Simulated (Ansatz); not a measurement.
Structure: COD 9017802, as refined from experiment and not relaxed.

Li: DFT, PBEsol, all-electron LAPW, scalar-relativistic (Ansatz 0.2.0).

Command: `ansatz run input.yaml --threads 1 --pin off --max-ram 6144MiB --backend cpu --events-out ev --progress --plain --runs-dir out` The run took 7.6 s on 1 thread of Intel(R) Xeon(R) Platinum 8375C CPU @ 2.90GHz (Ice Lake) (shared host), peak memory 0.29 GiB.

```yaml
crystal:
  lattice:
    - [1.5504989657, 0.8951809952, 7.5883]
    - [-1.5504989657, 0.8951809952, 7.5883]
    - [0.0, -1.7903619905, 7.5883]
  atoms:
    - { symbol: Li, position: [0.0, 0.0, 0.0] }
    - { symbol: Li, position: [0.222, 0.222, 0.222] }
    - { symbol: Li, position: [0.778, 0.778, 0.778] }
kpoints:
  mp_grid: { grid: [12, 12, 12] }
  band_path:
    path:
      - [0.0, 0.0, 0.0]
      - [0.5, 0.5, 0.5]
      - [0.824055609, 0.175944391, 0.5]
      - [0.5, -0.175944391, 0.175944391]
      - [0.5, 0.0, 0.0]
      - [0.0, 0.0, 0.0]
      - [0.3379721955, -0.3379721955, 0.0]
      - [0.6620278045, 0.0, 0.3379721955]
      - [0.5, 0.0, 0.5]
    npoints: 14
scf:
  occupations: { method: fermi_dirac, width: 0.05 }
hamiltonian:
  xc: pbesol
  pseudopotentials: { kind: all_electron, lapw: { basis_error: 0.001 } }
output:
  forces: true
  stress: true
  eigenvalues: true
  fatbands: true
  populations: true
  dos: { projected: true, de: 0.2, e_range: [-14, 8] }
```

Output:

```
Li: projections on atomic orbitals take those of the free atom 1s2 2s1, of charge +0.00 (hamiltonian.pseudopotentials.projection_atoms)
LAPW: plane waves up to 4.081 Å⁻¹, error target 1.0e-3 eV per atom; small_component_spin mean_spin; Li in spheres of 1.545 Å, 3 of its electrons in bands, Dirac shells []
Engine: ansatz 0.2.0
Pseudopotentials: kind: all_electron
Pseudopotential: Li, LAPW, valence charge 3, Koelling and Harmon's equation, gaussian nucleus
Functional definition: PBEsol
  exchange = pbesol_x
  correlation = pbesol_c
Crystal: 3 atoms, lattice volume = 63.194 Å³
Basis set: ecut = 63.44553563180337 eV, 63 PW (Γ), FFT grids on a1−a3, a2−a3, a3, exchange–correlation at level 2
Bands: 9, of which v1, the nominal top of the filled ones, is band 5 counted from 1 (4 counted from 0)
Symmetry: 12 space group operations
Space group: R-3m (ITA 166), of the structure as read, at distance tolerance 4.0e-5 Å
k-points: 189 of 1728
Non-local potential: Li, projectors of the file, none
Initial density: superposition of atomic densities (chi_scale 0.1, normalization cell)
Initial wavefunctions: plane waves of lowest kinetic energy (no species holds an atomic orbital)
Functional: x = pbesol(κ = 0.804, μ = 0.12345679012345678), c = pbesol(β = 0.046)
iter 1 solved again at ethr=2.66e-5 eV; its pass at ethr=1.00e-1 eV (dr2=2.40e-3 eV) is discarded
SCF iter   1: F=—  HF=-609.009832 eV  |F-HF|=—  |Δ(HF+E_count)|=         —  Δρ=1.62e-3  dr2=2.36e-3  ethr=2.66e-5  ⟨swp⟩=4.5  Hψ=15016  notcnv=0
preconditioner: auto → none  [metal: Δε(μ)=0.022 eV  Ē_g=5.241 eV  σ=0.050 eV  W_gap=0.11  n_scr=4 (ndim 8)  ℏωp=8.1 eV  f_vac=0.000  D(μ)=1.34/eV (n_scr^D=4)  sad-step TF]
SCF iter   2: F=—  HF=-609.006967 eV  |F-HF|=—  |Δ(HF+E_count)|=   2.87e-3  Δρ=1.04e-3  dr2=9.86e-4  ethr=2.63e-5  ⟨swp⟩=2.0  Hψ=5396  notcnv=0
SCF iter   3: F=—  HF=-609.006400 eV  |F-HF|=—  |Δ(HF+E_count)|=   5.67e-4  Δρ=2.26e-4  dr2=2.46e-4  ethr=1.10e-5  ⟨swp⟩=2.0  Hψ=5421  notcnv=0
SCF iter   4: F=—  HF=-609.006604 eV  |F-HF|=—  |Δ(HF+E_count)|=   2.03e-4  Δρ=4.45e-4  dr2=1.61e-3  ethr=2.74e-6  ⟨swp⟩=2.5  Hψ=5514  notcnv=0  recentre
iter 5 solved again at ethr=2.77e-9 eV; its pass at ethr=2.74e-6 eV (dr2=2.50e-7 eV) is discarded
SCF iter   5: F=—  HF=-609.006373 eV  |F-HF|=—  |Δ(HF+E_count)|=   2.31e-4  Δρ=1.34e-5  dr2=2.52e-7  ethr=2.77e-9  ⟨swp⟩=3.2  Hψ=9294  notcnv=0
SCF iter   6: F=-609.006373 eV  HF=-609.006373 eV  |F-HF|=2.19e-9  |Δ(HF+E_count)|=   4.16e-8  Δρ=1.55e-6  dr2=5.82e-9  ethr=2.77e-9  ⟨swp⟩=2.0  Hψ=5417  notcnv=0
SCF 1 converged in 6 iterations: F = -609.006373 eV  dr2 = 5.82e-9
NSCF: frozen V_eff on 113 k-points
SCF converged after 6 iterations
Free energy (F): -609.006373 eV
Harris-Foulkes:  -609.006373 eV  (|F-HF|=2.19e-9)
Internal energy: -608.995133 eV  (E = F + TS)
E sigma→0 (E₀):  -609.000753 eV
Entropy (-TS):   -0.011240 eV (-3.747 meV/atom)
Fermi energy:    0.770197 eV
--- Per-component energies (eV) ---
  E_band       = -273.020042
  E_kinetic    = 602.795062
  E_xc         = -146.367932
  E_electrostatic = -1065.422263  (all electrons and nuclei)
  E_smearing   = -0.011240  (= −TS)
  E_closure    = 0.000000  (closes the sum)
  E_atoms      = -603.098066  (free atoms, spherical and without spin; not in F)
  Σ components = -609.006373   (vs F -609.006373, Δ=0.00e0)
  Basis errors (estimates in eV, not in F): energy 4.0e-4 per atom: plane waves 4.0e-4 (2.0e-4 summed), levels above the bands 3.0e-47, relativity 1.9e-10, radial functions 5.8e-6, core shells 0.0e0; eigenvalues (radial functions only) 3.5e-5; not estimated: angular momenta, meshes, grids; target (lapw.basis_error) 1.0e-3; muffin-tin radii Li 1.545 Å
--- Forces (eV/Å), atoms counted from 1 ---
  atom   1  Li    -0.00000000     0.00000000    -0.00000000
  atom   2  Li    -0.00000000    -0.00000000     0.00894529
  atom   3  Li     0.00000000     0.00000000    -0.00894529
  max |Σ_I F_I| component: 3.47e-18 eV/Å
--- Stress (GPa, compression-positive) ---
       -0.435076      -0.000000      -0.000000
       -0.000000      -0.435076       0.000000
       -0.000000       0.000000      -0.729312
  P = ⅓ Tr σ = -0.5332 GPa (-5.332 kbar)
--- Band table (eV; the first three rows and the last of 189) ---
  k-point 0: bands = ["-45.2330", "-45.2203", "-45.2154", "-2.7219", "-0.7863", "-0.7858", "6.3205", "6.3464", "13.3057"]
  k-point 1: bands = ["-45.2321", "-45.2197", "-45.2148", "-2.6116", "-0.7733", "-0.5646", "6.1671", "6.6329", "12.0444"]
  k-point 2: bands = ["-45.2296", "-45.2179", "-45.2132", "-2.2805", "-0.5327", "-0.1080", "6.0939", "7.0480", "10.0023"]
  k-point 188: bands = ["-45.2316", "-45.2238", "-45.2134", "-2.2338", "-2.2298", "0.7983", "3.5937", "11.0467", "11.0936"]
--- Löwdin populations: 3 sites ---
  site symbol       q [e]
     0     Li      2.9103
     1     Li      2.9210
     2     Li      2.9210
  spilling = 0.027509 (of n_electrons = 9.000000)
```

populations.tsv:

```
# site	symbol	l	j	q
# orbitals = lowdin
# n_electrons = 9.000000
# spilling = 0.027509
# projection_atom_Li: 1s2 2s1
0	Li	0_1S	-	1.992036
0	Li	0_2S	-	0.918302
1	Li	0_1S	-	1.992082
1	Li	0_2S	-	0.928958
2	Li	0_1S	-	1.992082
2	Li	0_2S	-	0.928958
```
